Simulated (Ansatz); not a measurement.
**Question.** Name crystals whose computed values (DFT-PBEsol in the program Ansatz with PAW potentials) fall in these windows: B₀ by P(V) fit (GPa) 260 to 330; G_Hill (GPa) 120 to 170; highest Γ mode, no LO–TO term (cm⁻¹) 480 to 610.

**Answer.** 

```json
[
 {"crystal": "TaC, P-6m2 (Ta on 1a, C on 1d)", "B₀ by P(V) fit (GPa)": "307", "G_Hill (GPa)": "148", "highest Γ mode, no LO–TO term (cm⁻¹)": "520"},
 {"crystal": "Nb2N, P-31m (Nb on 6k, N on 2d, N on 1a)", "B₀ by P(V) fit (GPa)": "275", "G_Hill (GPa)": "138", "highest Γ mode, no LO–TO term (cm⁻¹)": "599"},
 {"crystal": "SnRu3C, anti-perovskite", "B₀ by P(V) fit (GPa)": "272", "G_Hill (GPa)": "148", "highest Γ mode, no LO–TO term (cm⁻¹)": "485"}
]
```
Others may fit too.

Built on a structure type that need not be the filed one of that space group: TaC, P-6m2 (Ta on 1a, C on 1d). Typed or built starts, not in the databases checked: SnRu3C, anti-perovskite. Not the usual ambient phase: TaC, P-6m2 (Ta on 1a, C on 1d). Standing as an ambient phase not checked: Nb2N, P-31m (Nb on 6k, N on 2d, N on 1a). All cells were relaxed under the symmetry of their starts (and spin orders); stability against distortions was not tested throughout. Rows with no word on spin ran without spin polarisation. Spin–orbit coupling is left out wherever it is not named.

Potentials: the later of the program's two PAW sets.
